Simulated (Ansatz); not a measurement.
TePd (NiAs type, space group No. 194) at seven volumes, r²SCAN in the plane-wave PAW code Ansatz, shape and atoms relaxed at each. One row is withheld.

```
V (Å³/atom)  P (GPa)
-----------  -------
19.780             ?
20.432          7.56
21.084          3.44
21.737          0.00
22.389         -2.85
23.041         -5.21
23.693         -7.17
```

Q: Fit the shown pressures and predict the withheld one.

A: Third-order Birch–Murnaghan: P = (3/2)B₀(x^(7/2) − x^(5/2))[1 + (3/4)(B′ − 4)(x − 1)] with x = (V₀/V)^(2/3). Least squares on the six rows gives V₀ = 21.737 Å³/atom, B₀ = 104.0 GPa, B′ = 5.18. At V = 19.780, x = 1.0649 and P = 12.53 GPa. The run itself gave 12.52 GPa.

Space group P6_3/mmc (NiAs type). The workflow started from a Materials Project entry (that database holds measured and hypothetical structures alike); the Crystallography Open Database files this formula in space group No. 194, but the cells were not matched. Whether it is the stable phase at ambient conditions was not checked. The cell was relaxed with r²SCAN under the symmetry of its start; its stability against distortions is not shown here. The run is not spin-polarised. Scalar-relativistic: spin–orbit coupling is off unless named, which matters more the heavier the elements.

Potentials: the later of the program's two PAW sets.
